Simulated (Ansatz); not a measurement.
**Checking a converged run of MnS**

MnS is taken as an experimental structure (space group F-43m, primitive cell doubled), 4 atoms in the cell. Source: COD entry 1011382; it may be a high-temperature, high-pressure or metastable form.

These are results of Ansatz development build ahead of 0.2.0, DFT, r2SCAN, PAW, plane waves, scalar-relativistic, not measurements.

```yaml
crystal:
  lattice:
    - [0.0, -2.795, -2.795]
    - [-5.59, -2.795, -2.795]
    - [0.0, 2.795, -2.795]
  atoms:
    - { symbol: Mn, position: [0.0, 0.0, 0.0], spin: 4.5 }
    - { symbol: Mn, position: [0.0, 0.5, 0.5], spin: -4.5 }
    - { symbol: S, position: [0.25, 0.75, 0.5] }
    - { symbol: S, position: [0.25, 0.25, 0.0] }
magnetization:
  spin_polarized: true
hamiltonian:
  xc: r2scan
  pseudopotentials: { kind: paw }
basis:
  ecutwfc: 500
kpoints:
  mp_grid: { grid: [7, 4, 6] }
scf:
  occupations: { method: fermi_dirac, width: 0.03 }
  lower_state_search: "off"
output:
  forces: true
  stress: true
```

Wall time and machine: 27 s on 2 threads of Intel(R) Xeon(R) Platinum 8488C, with other jobs on the host, peak memory 0.73 GiB.

The end of the output:

```
SCF converged after 13 iterations
Magnetization: 0.0000 μB (21.0000 up, 21.0000 down)
Absolute magnetization: 9.3328 μB (∫|ρ↑−ρ↓|, with the PAW one-centre terms)
Spin contamination: 4.8029 ħ² per cell (⟨S²⟩ above its minimum at these occupations)
Per-site moments (μB) at R_I (Å): [(4.1662, 0.9984), (-4.1662, 0.9984), (5.4108e-5, 0.9984), (-5.4108e-5, 0.9984)]
Free energy (F): -9624.095215 eV
Harris-Foulkes:  -9624.095215 eV  (|F-HF|=6.65e-9)
Internal energy: -9624.095215 eV  (E = F + TS)
E sigma→0 (E₀):  -9624.095215 eV
Fermi energy:    7.445367 eV
--- Forces (eV/Å), atoms counted from 1 ---
  atom   1  Mn    -0.00025733    -0.00000351    -0.00000351
  atom   2  Mn    -0.00025733    -0.00000351    -0.00000351
  atom   3  S      0.00025330     0.00000165     0.00000165
  atom   4  S      0.00025330     0.00000165     0.00000165
--- Stress (GPa, compression-positive) ---
       -1.707974       0.000042       0.000042
        0.000042      -1.269155      -0.001932
        0.000042      -0.001932      -1.269155
  P = ⅓ Tr σ = -1.4154 GPa (-14.154 kbar)
```

The mesh has less symmetry than the lattice, which lowers the symmetry of the run.

Gaps of semilocal functionals run low against measured ones.

Site moments are taken inside atomic spheres and don't add up to the total.

Question: Would you trust this as the ground state? If a lower solution is known, describe it.

Answer: None of the other runs went lower. It is the lowest of 3 states reached by 13 converged runs, and the next lies 97.2 meV/atom higher (ferromagnetic, site moments Mn1 4.30, Mn2 4.30 μB, total 10.00 μB per cell, a gap of 0.55 eV on the k-mesh). That doesn't prove a ground state. This multiple of the primitive cell fits some opposed orders; other multiples fit others. Only collinear orders within this cell were tried; the true ground state may need a larger cell.
